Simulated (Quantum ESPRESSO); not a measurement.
Simulation results for AlZnGaCl₂F₆ (made-up cell, one site empty)

All values are calculated (Quantum ESPRESSO 7.5). Calculation on a made-up crystal cell, not a measurement, with one named mistake planted (healthy values lack it): periodic Kohn-Sham density functional theory in plane waves with PseudoDojo standard norm-conserving scalar-relativistic pseudopotentials, each functional with its own files (v0.5 for PBE, v0.4.1 for LDA and PBEsol), no spin polarisation, no spin-orbit coupling, atoms not relaxed, stress positive in tension, energies less a fixed whole-eV offset for each atom's element; levels are Kohn-Sham levels at fractions of this cell's reciprocal vectors, counted from the reference band (half the neutral cell's valence electrons, rounded up) at Gamma; error bars cover cutoff and k-mesh only, not smearing or the files; each bar is the largest change over components, and at least 0.002 eV, 0.002 eV per angstrom or 0.02 GPa; a charged cell sits in a uniform background, with energy and stress on this program's zero of potential; no dispersion term; energies are for the whole cell, and the offsets were chosen from early runs and are not element reference energies; a distance is the largest change of any value in units of its error bar (the energy's for the smearing term), a scale change is of lengths, and a coarse mesh keeps the half-step shift; machines and their load varied, so run times do not measure scaling.

AlZnGaCl₂F₆ (made-up cell, one site empty)

Intended structure:
```
cell vectors (Å)
   4.7217    -0.0435     0.0570
  -0.0435     4.7993    -0.0524
   0.0755    -0.0694     6.2166
atoms (fractions of the cell vectors)
Ga  0.01348 -0.00332  0.00414
Zn  0.50084  0.49949  0.25682
Al  0.49964  0.50301  0.75280
F   0.30582  0.30979  0.00243
F   0.70191  0.69901 -0.00244
F   0.80275  0.18918  0.24775
F   0.19541  0.80334  0.24714
F   0.30550  0.30587  0.50390
Cl  0.68706  0.69705  0.50215
F   0.80680  0.19289  0.75265
Cl  0.19746  0.81382  0.74755
```

- lattice type: rutile, doubled along c
- empty site: 3
- intended functional: pbe
- intended cutoff: 1143 eV
- intended fermi dirac smearing: 0.025 eV
- intended scf tolerance: 1e-07 eV
- intended electrons removed: 0
- healthy free energy less offsets: 32.951 eV
- healthy scf iterations: 11
- healthy smearing term minus ts: 0 eV
- healthy pressure: 11.63 GPa
- healthy stress xx: -13.08 GPa
- healthy stress yy: -10.39 GPa
- healthy stress zz: -11.41 GPa
- healthy stress yz: -3.93 GPa
- healthy stress xz: 5.16 GPa
- healthy stress xy: -3.33 GPa
- healthy reference band: 46
- fault kind: low cutoff
- fault cutoff: 659 eV
- faulty run command: mpirun -np 4 pw.x -nk 4 -in in
- faulty run processor: Intel Xeon, 2023 or later, virtual cores
- intended k mesh: 5 x 5 x 4, shifted by half a step
- structure shown: as intended, without the mistake
- faulty free energy less offsets: 61.09 eV
- faulty scf iterations: 10
- faulty smearing term minus ts: 0 eV
- faulty pressure: -168.6 GPa
- faulty stress xx: 167.7 GPa
- faulty stress yy: 169.8 GPa
- faulty stress zz: 168.3 GPa
- faulty stress yz: -4.102 GPa
- faulty stress xz: 4.916 GPa
- faulty stress xy: -3.413 GPa
- faulty reference band: 46
- other mistakes compared: 7
- distance from healthy: 9368 error bars
- distance from nearest other mistake: 8586 error bars
- healthy error bar energy: 0.003004 eV
- healthy error bar stress: 0.02 GPa
- healthy error bar force: 0.002 eV/Å
- healthy error bar next band up: 0.002 eV
- faulty wall time of scf and band steps on a shared machine: 48.3 s

Atoms:
```tsv
atoms element	atom site	atom energy offset (eV)
Ga	1	-2080
Zn	2	-5687
Al	4	-64
F	5	-677
F	6	-677
F	7	-677
F	8	-677
F	9	-677
Cl	10	-449
F	11	-677
Cl	12	-449
```

Healthy forces:
```tsv
site	x (eV/Å)	y (eV/Å)	z (eV/Å)
1	-2.452	2.005	5.055
2	-1.734	-1.864	-1.724
4	0.703	-4.729	1.303
5	0.428	0.445	-1.116
6	-0.591	-0.592	-1.013
7	0.627	-0.56	-2.103
8	-0.452	0.468	-1.61
9	0.122	0.044	1.838
10	4.253	3.709	0.579
11	-1.237	1.319	1.585
12	0.334	-0.246	-2.793
```

Healthy levels:
```tsv
level k point	next band up (eV)
Gamma	3.355
(1/2,1/2,1/2)	4.688
(0.15,0,0)	3.609
(0,0.15,0)	3.604
(0,0,0.15)	3.512
```

Faulty forces:
```tsv
site	x (eV/Å)	y (eV/Å)	z (eV/Å)
1	-2.373	1.959	5.282
2	-1.738	-1.885	-1.501
4	0.6932	-4.741	1.337
5	0.3491	0.3969	-1.157
6	-0.5023	-0.446	-1.147
7	0.7826	-0.7515	-2.128
8	-0.6076	0.595	-1.695
9	0.1363	0.05302	1.823
10	4.219	3.688	0.5284
11	-1.288	1.375	1.464
12	0.3281	-0.2433	-2.808
```

Faulty levels:
```tsv
level k point	next band up (eV)
Gamma	3.289
(1/2,1/2,1/2)	4.638
(0.15,0,0)	3.548
(0,0.15,0)	3.543
(0,0,0.15)	3.45
```
